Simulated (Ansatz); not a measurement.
**TiO2 with Sb replacing Ti: which input changes reach the field gradients?**

Cell: a supercell of TiO2 (rutile type, P4_2/mnm) built from an entry of the Crystallography Open Database (COD), with all atoms left at the host's positions.

```
Sb Ti O
1.0
     4.59220    4.59220    0.00000
    -4.59220    4.59220    0.00000
     0.00000    0.00000    8.87220
Sb Ti O
1 11 24
Direct
  0.00000 0.00000 0.00000
  0.00000 0.00000 0.33333
  0.00000 0.00000 0.66667
  0.50000 0.50000 0.00000
  0.50000 0.50000 0.33333
  0.50000 0.50000 0.66667
  0.50000 0.00000 0.16667
  0.50000 0.00000 0.50000
  0.50000 0.00000 0.83333
  0.00000 0.50000 0.16667
  0.00000 0.50000 0.50000
  0.00000 0.50000 0.83333
  0.30496 0.00000 0.00000
  0.30496 0.00000 0.33333
  0.30496 0.00000 0.66667
  0.80496 0.50000 0.00000
  0.80496 0.50000 0.33333
  0.80496 0.50000 0.66667
  0.50000 0.30496 0.16667
  0.50000 0.30496 0.50000
  0.50000 0.30496 0.83333
  0.00000 0.80496 0.16667
  0.00000 0.80496 0.50000
  0.00000 0.80496 0.83333
  0.69504 0.00000 0.00000
  0.69504 0.00000 0.33333
  0.69504 0.00000 0.66667
  0.19504 0.50000 0.00000
  0.19504 0.50000 0.33333
  0.19504 0.50000 0.66667
  0.50000 0.69504 0.16667
  0.50000 0.69504 0.50000
  0.50000 0.69504 0.83333
  0.00000 0.19504 0.16667
  0.00000 0.19504 0.50000
  0.00000 0.19504 0.83333
```

Atoms are numbered from 1 in the order listed; like atoms form one site, named after its first atom.

Reference run. Method: Kohn–Sham DFT in Ansatz, PBE, plane waves and PAW, scalar-relativistic, 420 eV cutoff, Γ-centred 3×3×2 k-points, Fermi–Dirac smearing 0.01 eV, cell charge +1.

It gives V_zz (10²¹ V/m²) Sb 5.38 (η 0.78), O13 7.94 (η 0.49), Ti10 -2.74 (η 0.69), among others. Each of these runs changes the input as listed (caps on SCF iterations aside):

A. total_charge: 1 → 4
B. scf.occupations.method: fermi_dirac → cold; scf.occupations.width: 0.01 → 0.025; scf.lower_state_search: not typed → standard; hamiltonian.dispersion: not typed → d4

**Question.** Which of these changes matter for the gradients?

**Answer.** 

```json
{"run": "A", "Sb V_zz (η)": "5.04 (0.94)", "O13 V_zz (η)": "6.78 (0.07)", "Ti10 V_zz (η)": "-2.62 (0.54)", "largest change of a gradient tensor, all atoms": "4.62", "note": "converged; cell charge +4 on a uniform background; no gap left; odd number of electrons without spin polarisation"}
{"run": "B", "Sb V_zz (η)": "5.38 (0.78)", "O13 V_zz (η)": "7.94 (0.49)", "Ti10 V_zz (η)": "-2.74 (0.69)", "largest change of a gradient tensor, all atoms": "0.00", "note": "converged"}
```

Run A moves them most, on O20 (V_zz from 2.29 to -2.70). Run A holds a charge that the system can't hold, so its numbers aren't properties of the crystal.

On the reference run: The defect repeats with the cell of 36 atoms, so it feels its images: sites between two images don't show the values beside a lone defect, and zeros or small values of η there can come from the images' arrangement. O and Ti carry a gradient in the pure host already, so the values there aren't the defect's effect alone. A uniform background compensates the cell's charge. Without spin–orbit coupling (the program notes it for Sb) the gradients are little affected as a rule: paired runs on crystals with a gap mostly move them by under 2 % at such atoms. With these PAW files V_zz is typically within 2 to 3 % of all-electron values, but misses above 10 % occur on Sb. The cell keeps the host's lattice, where the PBE pressure is 10 GPa (in a charged cell this depends on the convention for the mean potential). The neighbours have not yet relaxed around the defect (largest force 2.2 eV/Å), so a real crystal will differ.
